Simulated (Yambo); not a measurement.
```
LuBrO
1.0
    3.75403     0.00000     0.00000
    0.00000     3.75403     0.00000
    0.00000     0.00000     8.28600
O Br Lu
2 2 2
Direct
  0.00000   0.00000   0.50000
  0.50000   0.50000   0.50000
  0.50000   0.00000   0.16741
  0.00000   0.50000   0.83259
  0.00000   0.50000   0.36536
  0.50000   0.00000   0.63464
```

LuBrO (space group P4/nmm, No. 129): mean Im ε in 1 eV windows above the direct gap of 5.58 eV, for different electron-hole kernels (Yambo, broadening 0.15 eV, norm-conserving PBEsol (Quantum ESPRESSO, 100 Ry, scalar-relativistic) bands; 6×6×2 mesh, 25 valence and 8 conduction bands, static screening with 82 bands and a 3 Ry block, scissor 1.52 eV, Tamm-Dancoff; field along x).

```json
[
 {"window (eV)": "5.6 to 6.6", "independent quasiparticles": "1.4", "BSE": "8.3"},
 {"window (eV)": "6.6 to 7.6", "independent quasiparticles": "5.7", "BSE": "8.2"},
 {"window (eV)": "7.6 to 8.6", "independent quasiparticles": "7.8", "BSE": "6.3"}
]
```

This run doesn't resolve bound excitons or single peaks, so only averages are given, and they too depend on the mesh; weight that the attraction moves below the gap isn't listed. All transitions below 9.37 eV are in the band window. The scissor comes from a G0W0 run whose convergence isn't established.

Spin-orbit splittings are left out. The 4f states are in the valence at their DFT position.

Geometry relaxed with PBE+D3(BJ).
